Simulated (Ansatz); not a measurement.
ZnO:
```yaml
crystal:
  lattice:
    - [3.91109, 0.00000, 0.00000]
    - [0.00000, 3.91109, 0.00000]
    - [0.00000, 0.00000, 3.41501]
  atoms:
    - { symbol: Zn, position: [0.50000, 0.00000, 0.06085] }
    - { symbol: Zn, position: [0.00000, 0.50000, 0.93915] }
    - { symbol: O, position: [0.00000, 0.00000, 0.00000] }
    - { symbol: O, position: [0.50000, 0.50000, 0.00000] }
```

This is the LDA-relaxed structure.

**Question.** All from LDA in the plane-wave PAW code Ansatz, unless another level is named. Give the electronic character.

**Answer.** metallic (no gap).

**Question.** And the density of states at the Fermi level?

**Answer.** 0.06 states/eV per atom (mean over ±0.08 eV).

**Question.** Predict the formation energy from the elements (no fitted shifts).

**Answer.** -1.07 eV/atom.

Space group P4/nmm. A made-up cell: these elements were put on the sites of a structure type; neither database checked (COD, Materials Project) lists it. It is not the phase usual at ambient conditions (space group No. 186). The LDA relaxation kept the symmetry of its start. At this level the phase is dynamically unstable (imaginary phonons). A crystal of weakly bound layers computed without a dispersion correction: the cell and the soft elastic constants depend strongly on that. The references are the lowest solids computed at this level, not always the standard phases (solids in place of the gases).

Potentials: the earlier of the program's two PAW sets. The files were generated under PBE; for other functionals the program regenerates the frozen cores, and for LDA and PBEsol the local potential too.
